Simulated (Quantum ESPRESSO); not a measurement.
**Band energies of NbH2**

```
CELL_PARAMETERS angstrom
      0.00000     2.28456     2.28456
      2.28456     0.00000     2.28456
      2.28456     2.28456     0.00000
ATOMIC_POSITIONS crystal
  H  0.25000 0.25000 0.25000
  H  0.75000 0.75000 0.75000
  Nb 0.00000 0.00000 0.00000
```

norm-conserving LDA (Quantum ESPRESSO, 82 Ry, without SOC); path ΓXWKΓLUWLK,UX; energies in eV from the Fermi level.

```csv
k (1/Å),point,band 4,band 5,band 6,band 7,band 8,band 9,band 10,band 11
0.00,Γ,-31.09,-10.61,-1.37,-1.37,-1.37,-0.98,1.24,1.24
0.32,,-31.12,-10.13,-3.68,-1.06,-1.06,0.64,1.41,1.84
0.63,,-31.19,-8.81,-5.58,-0.89,-0.17,-0.17,1.86,5.12
1.06,,-31.29,-7.10,-6.37,-3.09,1.77,1.77,2.56,8.71
1.38,X,-31.32,-7.44,-4.92,-4.31,2.78,2.84,2.84,7.10
1.83,,-31.33,-6.91,-5.68,-3.52,0.99,2.84,3.87,5.87
2.06,W,-31.33,-6.33,-6.33,-3.13,0.31,2.84,4.85,4.85
2.18,,-31.32,-6.58,-6.09,-3.18,0.44,2.73,4.60,5.03
2.55,K,-31.27,-7.02,-5.64,-3.39,1.22,2.14,4.33,4.57
2.65,,-31.26,-6.96,-5.83,-3.05,0.85,1.84,3.99,5.21
2.97,,-31.19,-7.32,-6.06,-2.12,0.16,0.81,3.64,6.72
3.38,,-31.13,-8.98,-5.22,-1.08,-0.50,0.30,1.83,4.82
3.69,,-31.10,-10.15,-3.59,-1.14,-1.12,0.89,1.26,1.79
4.01,Γ,-31.09,-10.61,-1.37,-1.37,-1.37,-0.98,1.24,1.24
4.11,,-31.10,-10.56,-2.03,-1.34,-1.34,-0.26,1.22,1.22
4.40,,-31.12,-9.90,-4.07,-1.05,-1.05,1.05,1.05,2.59
4.80,,-31.16,-8.60,-5.24,-1.02,-1.02,1.72,1.72,5.07
5.10,,-31.18,-8.32,-4.90,-1.20,-1.20,2.53,2.53,5.19
5.20,L,-31.18,-8.31,-4.85,-1.21,-1.21,2.61,2.61,5.21
5.51,,-31.20,-7.89,-5.26,-1.82,-0.76,2.45,3.02,5.71
5.83,,-31.25,-7.08,-5.81,-2.84,0.43,2.13,3.81,5.18
6.04,U,-31.27,-7.02,-5.64,-3.39,1.22,2.14,4.33,4.57
6.28,,-31.30,-6.81,-5.86,-3.27,0.74,2.46,4.55,4.81
6.53,W,-31.33,-6.33,-6.33,-3.13,0.31,2.84,4.85,4.85
6.62,,-31.32,-6.39,-6.30,-3.10,0.33,2.70,4.78,4.91
7.01,,-31.23,-7.40,-5.66,-2.34,-0.23,2.20,3.60,5.42
7.30,,-31.19,-8.14,-5.02,-1.47,-1.04,2.54,2.77,5.84
7.50,L,-31.18,-8.31,-4.85,-1.21,-1.21,2.61,2.61,5.21
7.67,,-31.19,-8.18,-4.98,-1.41,-1.08,2.56,2.72,5.69
7.92,,-31.21,-7.61,-5.49,-2.16,-0.43,2.34,3.29,5.52
8.26,,-31.26,-6.99,-5.74,-3.20,0.96,2.07,4.09,4.88
8.34,K,-31.27,-7.02,-5.64,-3.39,1.22,2.14,4.33,4.57
8.34,U,-31.27,-7.02,-5.64,-3.39,1.22,2.14,4.33,4.57
8.44,,-31.29,-7.13,-5.44,-3.69,1.60,2.38,4.02,4.82
8.83,X,-31.32,-7.44,-4.92,-4.31,2.78,2.84,2.84,7.10
```

A metal at this level: along this path bands 8, 9 cross the Fermi level.

Spin-orbit splittings are left out.

Geometry of the Materials Project entry, not relaxed at this level.
